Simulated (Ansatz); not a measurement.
# Structure relaxation, Te2Mo

The start is a generated trial cell of Te2Mo in the marcasite structure type. The structure is fully relaxed (lattice and positions, P = 0) with r2SCAN (plane waves to 500 eV, PAW, scalar-relativistic; Ansatz, an electronic-structure program). The first steps use a coarse 4×4×5 k-mesh.

Starting cell:
```
Te2Mo
1.0
    5.85911     0.00000     0.00000
    0.00000     7.15100     0.00000
    0.00000     0.00000     4.46413
Mo Te
2 4
Direct
  0.00000   0.00000   0.00000
  0.50000   0.50000   0.50000
  0.20040   0.37870   0.00000
  0.70040   0.12130   0.50000
  0.29960   0.87870   0.50000
  0.79960   0.62130   0.00000
```

Question: How large is the pressure on the unrelaxed cell, and of which sign?

Answer: -12 GPa (negative: the cell is under tension).

Question: Which atoms feel the largest initial force, and how large is it?

Answer: About 1.2 eV/Å, on Te3, Te4, Te5, Te6 (atoms numbered as listed).

Question: By how much does the energy per atom fall from start to end?

Answer: 0.54 eV/atom.

Question: How does the volume change?

Answer: -23.2 %, from 31.17 to 23.95 Å³/atom.

Question: How do the shortest distances between atoms change?

Answer: The closest pairs of elements (up to four, under 3.6 Å), start → end: Mo–Te 2.95 → 2.69 Å; Te–Te 2.92 → 3.07 Å; Mo–Mo 4.46 → 3.52 Å.

Question: What band gap does the relaxed structure have at this level?

Answer: No gap on the sampled points, where the bands overlap only slightly; such a result is sensitive to mesh and level.

The space group stays Pnnm (No. 58) (the run could not lower it); the end is AFLOW prototype AB2_oP6_58_a_g (as in Fe2C), with 6 atoms in the primitive cell. Final values are on a 8×7×13 k-mesh of the relaxed cell. No spin polarisation in the result.

The run could not lose the symmetry of its start; a randomly shaken copy of 12 atoms returns to this structure.

The relaxed structure here is a generated cell of Te2Mo: the first start was made by placing the elements on the sites of a structure type, and the end was not matched to a known phase here, so it may be hypothetical. Known forms of Te2Mo include space group No. 194.
